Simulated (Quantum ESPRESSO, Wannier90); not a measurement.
# ZnSnP$_{2}$ (chalcopyrite): Wannier90 run

```xyz
8
Lattice="5.6475 0.0000 0.0000 0.0000 5.6475 0.0000 -2.8237 -2.8237 5.6622" Properties=species:S:1:pos:R:3 pbc="T T T"
Zn     0.0000    -2.8237     2.8311
Zn     0.0000     0.0000     0.0000
Sn    -2.8237     0.0000     2.8311
Sn     2.8237     2.8237     0.0000
P      1.2911     1.4119     1.4155
P      1.4119    -1.2911    -1.4155
P     -1.2911    -1.4119     1.4155
P     -1.4119     1.2911    -1.4155
```

Structure: Materials Project mp-4175, symmetrised, not relaxed again. Not found in the COD (Crystallography Open Database) copy used; not checked further. Level: PBEsol, no spin polarisation, no spin-orbit coupling; pw.x of Quantum ESPRESSO at 68 Ry with PseudoDojo potentials, 4×4×4 k-points, Wannier90. Density: 6×6×6 mesh, Gaussian smearing 0.01 Ry. Spin-orbit coupling is left out although heavy elements are present.

Bands 19-44 form an isolated set from -12.36 to 0.00 eV relative to the valence-band maximum (on the path) and are turned into 26 Wannier functions by minimising the spread from the start: SCDM (isolated).

Problem. Where do the functions sit, how wide are they and what are they made of?

Solution. 
```
functions  spread (Å²)  nearest atom, distance (Å)  second atom, distance (Å)             weight on atomic waves
---------  -----------  --------------------------  -------------------------  ---------------------------------
4                 0.46                     Zn 0.02                     P 2.37                         Zn 3d 99 %
4                 0.43                     Zn 0.02                     P 2.37                         Zn 3d 99 %
2                 0.41                     Zn 0.01                     P 2.38                        Zn 3d 100 %
8                 2.06                      P 0.75                    Zn 1.63   P 3p 53 %, P 3s 28 %, Zn 4s 10 %
8                 2.10                      P 1.07                    Sn 1.45  P 3p 46 %, Sn 5p 24 %, Sn 5s 15 %
```

Ω_I = 34.19 Å², Ω_total = 37.67 Å²; the interpolated bands follow pw.x to 14 meV rms on the path. It is the lowest total spread that any start reached here.
